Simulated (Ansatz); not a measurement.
Input:

HfGe₂:
```
CELL_PARAMETERS angstrom
     -1.73268     1.73268     4.54324
      1.73268    -1.73268     4.54324
      1.73268     1.73268    -4.54324
ATOMIC_POSITIONS crystal
  Hf 0.00000 0.00000 0.00000
  Ge 0.33016 0.33016 0.00000
  Ge 0.66984 0.66984 0.00000
```

This is the PBE-relaxed structure.

Q: All from PBE (plane waves, PAW; program Ansatz), unless another level is named. Predict the electronic character.

A: metallic (no gap).

Q: Next, the formation energy from the elements (no fitted shifts)?

A: -0.25 eV/atom.

Q: And the density of states at the Fermi level?

A: 0.90 states/eV per atom (mean over ±0.08 eV).

Space group I4/mmm (MoSi2 or CaC2 type). A made-up cell: these elements were put on the sites of a structure type; neither database checked (COD, Materials Project) lists it. COD files the formula under space group No. 63, so this cell is another polymorph or a model. Whether it is the stable phase at ambient conditions was not checked. The cell was relaxed with PBE under the symmetry of its start; its stability against distortions is not shown here. The run is not spin-polarised. The references are the lowest solids computed at this level, not always the standard phases. Spin–orbit coupling is left out wherever it is not named.

Potentials: the later of the program's two PAW sets.
